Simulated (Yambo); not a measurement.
Yambo run on Sr2MgWO6 (space group I4/m, No. 87). The wavefunctions are norm-conserving PBEsol (Quantum ESPRESSO, 84 Ry, no spin-orbit coupling) ones on a 4×4×4 mesh (40 occupied bands); a = b = c = 5.6095 Å, α = β = 120.38°, γ = 89.34°.

Yambo input:

```
rim_cut
gw0
dyson
el_el_corr
HF_and_locXC
cohsex
em1s
RandQpts= 1000000
RandGvec= 1 Ry
EXXRLvcs= 84 Ry
VXCRLvcs= 336 Ry
Chimod= "HARTREE"
% BndsRnXs
 3 | 152 |
%
NGsBlkXs= 6 Ry
% LongDrXs
 1.0 | 1.0 | 1.0 |
%
ExtendOut
% QPkrange
 2 | 2 | 40 | 40 |
 3 | 3 | 40 | 41 |
%
```

k points by index: 2 = (0, 0, 0.25), 3 = X.

Resulting energies as the program prints them:

```
#    K-point    Band    Eo [eV]    E [eV]    E-Eo [eV]    Vxc [eV]    Vnlxc [eV]    Sc|Eo [eV]    Re(Z)    Im(Z)
#
    2    40    0.000000    -1.963795    -1.963795    -19.70062    -24.87022    3.205803    1.000000    0.000000
    3    40    -0.017034    -1.987175    -1.970142    -19.64432    -24.81457    3.200108    1.000000    0.000000
    3    41    3.018991    3.481069    0.462078    -16.51956    -11.00883    -5.048650    1.000000    0.000000
```
(The two width columns are left out.) Convergence of these settings isn't established.

Geometry of the Materials Project entry, not relaxed at this level.

The structure is a Materials Project entry; no match was found in the copy of COD used, and its stability was not checked.
